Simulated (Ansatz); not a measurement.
Input:

MoRh:
```
CELL_PARAMETERS angstrom
      2.75854     0.00000     0.00000
     -1.37927     2.38897     0.00000
      0.00000     0.00000     4.41151
ATOMIC_POSITIONS crystal
  Mo 0.00000 0.00000 0.50000
  Rh 0.33333 0.66667 0.00000
```

This is the r²SCAN-relaxed structure.

Task: All from plane-wave PAW r²SCAN (Ansatz code), unless another level is named. Give the formation energy from the elements (no fitted shifts).

Result: -0.088 eV/atom.

Task: And the density of states at the Fermi level?

Result: 0.86 states/eV per atom (mean over ±0.08 eV).

Space group P-6m2. The first step of the workflow began from a Materials Project structure, measured or hypothetical; the Crystallography Open Database copy checked does not list it. With Mo and Rh taken as one species the cell has the higher symmetry P6_3/mmc, so it may be an ordered model of a mixed-site phase. Whether it is the stable phase at ambient conditions was not checked. The r²SCAN relaxation kept the symmetry of its start; whether a distortion lowers the energy is not shown. The run is not spin-polarised. The references are the lowest solids computed at this level, not always the standard phases. Spin–orbit coupling is left out wherever it is not named.

Potentials: the later of the program's two PAW sets.
